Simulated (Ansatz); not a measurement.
Input and command of a calculation in Ansatz (plane waves; scalar-relativistic PAW potentials unless the input names others):

```yaml
crystal:
  lattice:
    - [2.8376330028, 0.0, 0.0]
    - [-1.4188165014, 2.457462267, 0.0]
    - [0.0, 0.0, 21.0282022755]
  atoms:
    - { symbol: Al, position: [0.0, 0.0, 0.0] }
    - { symbol: Al, position: [0.3333333333, 0.6666666667, 0.1108317504] }
    - { symbol: Al, position: [0.0, 0.0, 0.2225015829] }
    - { symbol: Al, position: [0.3333333333, 0.6666666667, 0.3333333333] }
    - { symbol: Al, position: [0.6666666667, 0.3333333333, 0.4441650838] }
    - { symbol: Al, position: [0.3333333333, 0.6666666667, 0.5558349162] }
    - { symbol: Al, position: [0.6666666667, 0.3333333333, 0.6666666667] }
    - { symbol: Al, position: [0.0, 0.0, 0.7774984171] }
    - { symbol: Al, position: [0.6666666667, 0.3333333333, 0.8891682496] }
basis:
  ecutwfc: 420
kpoints:
  mp_grid: { grid: [30, 30, 6] }
hamiltonian:
  xc: pbesol
scf:
  occupations: { method: gaussian, width: 0.1 }
  lower_state_search: standard
output:
  forces: true
  eigenvalues: true
  stress: true
total_charge: -1
```

```bash
ansatz run input.yaml --threads 4 --pin off --max-ram 12288MiB --backend cpu --events-out ev --progress --plain --runs-dir out
```

Abridged log:
```
Pseudopotentials: kind: paw
Pseudopotential: Al, paw, valence charge 3, recommended cutoff 420 eV (normal)
Functional definition: PBEsol
Crystal: 9 atoms, lattice volume = 146.638 Å³
Basis set: ecut = 420 eV, 2855 PW (Γ), exchange–correlation on 40×40×288 points (8 copies of the dense FFT grid, shifted against one another)
Bands: 23, of which v1, the nominal top of the filled ones, is band 14 counted from 1 (13 counted from 0)
Symmetry: 36 space group operations
Space group: R-3m (ITA 166), of the structure as read, at distance tolerance 5.3e-5 Å
k-points: 514 of 5400
Initial density: superposition of atomic densities (neutral atoms scaled as one to the charged cell's electrons: chi_scale 0, normalization atom), corrected by the library's trained network
Initial wavefunctions: pseudopotential atomic-orbital guess
Functional: x = pbesol(κ = 0.804, μ = 0.12345679), c = pbesol(β = 0.046)
SCF iter   1: F=—  HF=-4712.689040 eV  |F-HF|=—  |Δ(HF+E_count)|=         —  Δρ=1.46e-3  dr2=2.76e-3  ethr=1.77e-3  ⟨swp⟩=6.9  Hψ=67914  notcnv=0  defer=25
SCF iter   2: F=—  HF=-4712.687378 eV  |F-HF|=—  |Δ(HF+E_count)|=   1.66e-3  Δρ=8.47e-4  dr2=9.82e-4  ethr=9.86e-6  ⟨swp⟩=1.8  Hψ=18290  notcnv=0  defer=38
SCF iter   3: F=—  HF=-4712.686733 eV  |F-HF|=—  |Δ(HF+E_count)|=   6.45e-4  Δρ=1.21e-4  dr2=2.43e-5  ethr=3.51e-6  ⟨swp⟩=2.1  Hψ=17534  notcnv=0  defer=38
SCF iter   4: F=—  HF=-4712.686598 eV  |F-HF|=—  |Δ(HF+E_count)|=   1.35e-4  Δρ=1.27e-5  dr2=2.76e-7  ethr=8.69e-8  ⟨swp⟩=2.0  Hψ=17361  notcnv=0  defer=38
SCF iter   5: F=-4712.686597 eV  HF=-4712.686597 eV  |F-HF|=4.76e-9  |Δ(HF+E_count)|=   1.66e-7  Δρ=2.58e-6  dr2=9.68e-9  ethr=9.87e-10  ⟨swp⟩=1.8  Hψ=13928  notcnv=0  defer=38
SCF iter   6: F=-4712.686597 eV  HF=-4712.686597 eV  |F-HF|=1.28e-10  |Δ(HF+E_count)|=   3.99e-9  Δρ=3.48e-7  dr2=2.20e-10  ethr=3.46e-11  ⟨swp⟩=5.8  Hψ=47618  notcnv=0
SCF 1 converged in 6 iterations: F = -4712.686597 eV  dr2 = 2.20e-10
SCF converged after 6 iterations
Free energy (F): -4712.686597 eV
Harris-Foulkes:  -4712.686597 eV  (|F-HF|=1.28e-10)
Internal energy: -4712.667675 eV  (E = F + TS)
E sigma→0 (E₀):  -4712.677136 eV
Entropy (-TS):   -0.018922 eV (-2.102 meV/atom)
Fermi energy:    8.172157 eV
--- Forces (eV/Å), atoms counted from 1 ---
  atom   1  Al     0.00000000     0.00000000     0.00000000
  atom   2  Al     0.00000000     0.00000000    -0.02446087
  atom   3  Al     0.00000000     0.00000000     0.02446087
  atom   4  Al     0.00000000     0.00000000     0.00000000
  atom   5  Al     0.00000000     0.00000000    -0.02446087
  atom   6  Al     0.00000000     0.00000000     0.02446087
  atom   7  Al     0.00000000     0.00000000     0.00000000
  atom   8  Al     0.00000000     0.00000000    -0.02446087
  atom   9  Al     0.00000000     0.00000000     0.02446087
--- Stress (GPa, compression-positive) ---
       -5.195668       0.000000       0.000000
        0.000000      -5.195668       0.000000
        0.000000       0.000000      -5.062277
  P = ⅓ Tr σ = -5.1512 GPa (-51.512 kbar)
```

Apart from outputs and empty bands, the input differs from a reference run on usual settings in total_charge: not typed → -1; scf.lower_state_search: not typed → "standard". The reference, at the same geometry, gave pressure -0.02 GPa, largest force 0.004 eV/Å, no gap on the mesh. This run converged in 6 SCF iterations (reference: 6) with a total energy on another zero, pressure -5.15 GPa (with the neutralising background of the charged cell), largest force 0.024 eV/Å, no gap on the mesh.

It took 25 s on 4 threads of Arm Neoverse V1 (shared host), peak memory 1.4 GiB.